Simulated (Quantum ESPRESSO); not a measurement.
# Solid-state NMR card for CO2 (changed cell)

```yaml
crystal:
  lattice:
    - [5.49707, 0.00000, 0.00000]
    - [0.00000, 5.49707, 0.00000]
    - [0.00000, 0.00000, 5.49707]
  atoms:
    - { symbol: C, position: [0.00000, 0.00000, 0.00000] }
    - { symbol: C, position: [0.50000, 0.00000, 0.50000] }
    - { symbol: C, position: [0.50000, 0.50000, 0.00000] }
    - { symbol: C, position: [0.00000, 0.50000, 0.50000] }
    - { symbol: O, position: [0.11834, 0.11834, 0.11834] }
    - { symbol: O, position: [0.88166, 0.88166, 0.88166] }
    - { symbol: O, position: [0.38166, 0.88166, 0.61834] }
    - { symbol: O, position: [0.61834, 0.11834, 0.38166] }
    - { symbol: O, position: [0.61834, 0.38166, 0.88166] }
    - { symbol: O, position: [0.38166, 0.61834, 0.11834] }
    - { symbol: O, position: [0.88166, 0.61834, 0.38166] }
    - { symbol: O, position: [0.11834, 0.38166, 0.61834] }
```
The cell was made here from a computed Materials Project entry: O5 and its equivalents moved by 0.04 Å along (-0.58, -0.58, -0.58), space group kept. The parent is CO2 in Pa-3; whether this form has been observed was not checked. Stability against distortions was not tested.

These are absolute shieldings with no macroscopic susceptibility term; δ = σ_ref − σ needs a reference computed alike. By our sweeps, such settings leave a few ppm in absolute σ.

Ω = σ33 − σ11 of the symmetric part; where symmetry doesn't make it nil, it is less certain than σ_iso.

**Question.** What do the calculations give at each independent site (shieldings by PBE GIPAW on JTH datasets (Quantum ESPRESSO, modified build), 22.5 Ha, k-mesh 3×3×3 shifted, f-sum rule met within 0.005 %)?

**Answer.** 
```
site                            site symmetry  σ_iso (ppm)  span Ω (ppm)
------------------------------  -------------  -----------  ------------
C (atoms 1, 2, 3, 4)                       -3           48           341
O (atoms 5, 6, 7, 8, 9, 10, …)              3          207           271
```
